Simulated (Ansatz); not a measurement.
WSe2:
```
CELL_PARAMETERS angstrom
      6.21157     0.00000     0.00000
      0.00000     6.21157     0.00000
      0.00000     0.00000     3.37676
ATOMIC_POSITIONS crystal
  W  0.00000 0.00000 0.00000
  W  0.50000 0.50000 0.50000
  Se 0.28602 0.28602 0.00000
  Se 0.78602 0.21398 0.50000
  Se 0.21398 0.78602 0.50000
  Se 0.71398 0.71398 0.00000
```

Relaxed with PBE. Special points in fractions of this cell's reciprocal vectors: Γ (0.000, 0.000, 0.000); X (0.000, 0.500, 0.000); M (0.500, 0.500, 0.000); Z (0.000, 0.000, 0.500); R (0.000, 0.500, 0.500); A (0.500, 0.500, 0.500).

**Question.** List the band energies nearest the Fermi level at these points for the program Ansatz at the PBE level (PAW).

**Answer.** In eV from the Fermi level; about four levels below and three above (degenerate sets whole), none deeper than 8.9 eV; points with the same levels are listed once.

```csv
k,below,above
Γ,-0.76 -0.76 -0.20 -0.20,0.14 0.50 1.56
X,-1.54 -1.54 -0.81 -0.81,0.99 0.99 1.02 1.02
M,-0.72 -0.72 -0.19 -0.19,1.99 1.99 2.34 2.34
Z,-3.19 -3.19 -2.67 -2.67,0.51 0.51 1.13 1.13
R,-1.58 -1.58 -1.40 -1.40,1.47 1.47 1.56 1.56
A,-2.36 -2.36 -1.60 -1.60,0.04 0.04 0.19 0.19
```

Space group P4_2/mnm. A made-up cell: these elements were put on the sites of a structure type; neither database checked (COD, Materials Project) lists it. It is not the phase usual at ambient conditions (space group No. 194). The PBE relaxation kept the symmetry of its start; its stability against distortions is not shown here. No spin polarisation was allowed. Scalar-relativistic: spin–orbit coupling is off unless named, which matters more the heavier the elements.

Potentials: the later of the program's two PAW sets.
